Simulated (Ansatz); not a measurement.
Task: Each is relaxed and computed with PBEsol (plane waves, PAW; program Ansatz). Which is the only metal?
A) SiBCN, P3m1 (B on 1b, Si on 1c, C on 1b, N on 1c)
B) ReC, rock salt
C) SiC3, P-4m2 (C on 1a, C on 2g, Si on 1c)
D) B4C, R-3m (B on 18h, B on 18h, C on 6c, C on 3b)

Result: B, ReC, rock salt. ReC: metal; B4C: gap 1.46 eV (indirect); SiC3: gap 1.15 eV (indirect); SiBCN: gap 2.40 eV (indirect). Typed or built starts, not in the databases checked: ReC, rock salt; SiC3, P-4m2 (C on 1a, C on 2g, Si on 1c); SiBCN, P3m1 (B on 1b, Si on 1c, C on 1b, N on 1c). Standing as an ambient phase not checked: B4C, R-3m (B on 18h, B on 18h, C on 6c, C on 3b). Unstable at this level: ReC, rock salt. All cells were relaxed under the symmetry of their starts (and spin orders); stability against distortions was not tested throughout. Named crystals with no word on spin ran without spin polarisation. Scalar-relativistic: spin–orbit coupling is off unless named, which matters more the heavier the elements.

Potentials: the earlier of the program's two PAW sets. The files were generated under PBE; for other functionals the program regenerates the frozen cores, and for LDA and PBEsol the local potential too.
